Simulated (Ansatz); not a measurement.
## Clamped-ion strain scan in Rh

Computed with DFT LDA, scalar-relativistic, plane waves, PAW (Ansatz 0.2.0). Settings: plane waves to 420 eV, k-mesh 22×22×22 (Γ-centred), Gaussian smearing 0.15 eV. No spin polarisation. Energies are free energies at this smearing, counted from the undisturbed cell; pressure is positive in compression.

The starting cell (as given, not relaxed at this level; it stands at -11.2 GPa):

```
Rh
1.0
     0.00000    1.90155    1.90155
     1.90155    0.00000    1.90155
     1.90155    1.90155    0.00000
Rh
1
Direct
  0.00000 0.00000 0.00000
```

The cell is strained by ε times the Voigt pattern (1, 0, 0, 0, 0, 0) (xx, yy, zz, yz, xz, xy; engineering shear) with fractional coordinates fixed. The cell is metallic on the mesh throughout. At -11 GPa the given cell is far from its own equilibrium, so these figures belong to a strongly strained crystal.

| ε | ΔE (meV/atom) |
| --- | --- |
| -0.0400 | -6.7 |
| -0.0300 | -11.4 |
| -0.0200 | -11.6 |
| -0.0100 | -7.8 |
| 0.0000 | 0.0 |
| 0.0100 | 11.4 |
| 0.0200 | 26.1 |
| 0.0300 | 44.1 |
| 0.0350 | 54.1 |
| 0.0400 | 64.9 |

**Question.** Predict the pressure (GPa) at each point.

**Answer.**
```tsv
ε	pressure (GPa)
-0.0400	0.9
-0.0300	-2.5
-0.0200	-5.6
-0.0100	-8.5
0.0000	-11.2
0.0100	-13.7
0.0200	-16.0
0.0300	-18.1
0.0350	-19.1
0.0400	-20.1
```

Cost: 10 runs of about 3 core-minutes in all, on AMD EPYC (Zen 3) (shared hosts).